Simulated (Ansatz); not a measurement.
ZrO$_{2}$:
```yaml
crystal:
  lattice:
    - [0.00000, 2.55794, 2.55794]
    - [2.55794, 0.00000, 2.55794]
    - [2.55794, 2.55794, 0.00000]
  atoms:
    - { symbol: Zr, position: [0.00000, 0.00000, 0.00000] }
    - { symbol: O, position: [0.25000, 0.25000, 0.25000] }
    - { symbol: O, position: [0.75000, 0.75000, 0.75000] }
```

Plane-wave PAW PBE (Ansatz code) gives a gap of 3.32 eV without spin–orbit coupling, maximum at X, minimum at Γ.

### Question
What happens when spin–orbit coupling is switched on?

### Answer
The gap hardly moves, to 3.32 eV; maximum at X, minimum at Γ.

### Question
Give the electron effective mass with spin–orbit coupling, band 1 of 2 at the edge.

### Answer
2.1 along [100], 1.2 along [110], 0.83 along [111] (mₑ).

### Question
Give the electron effective mass with spin–orbit coupling, band 2 of 2 at the edge.

### Answer
0.51 along [100], 0.62 along [110], 0.80 along [111] (mₑ).

### Question
Give the hole effective mass with spin–orbit coupling.

### Answer
0.28, 3.2, 3.2 mₑ (principal values).

Space group Fm-3m (fluorite). This is a known high-temperature phase of the composition, computed here at zero pressure and temperature. The cell was relaxed with PBE under the symmetry of its start; its stability against distortions is not shown here. The run is not spin-polarised.

Potentials: the later of the program's two PAW sets.
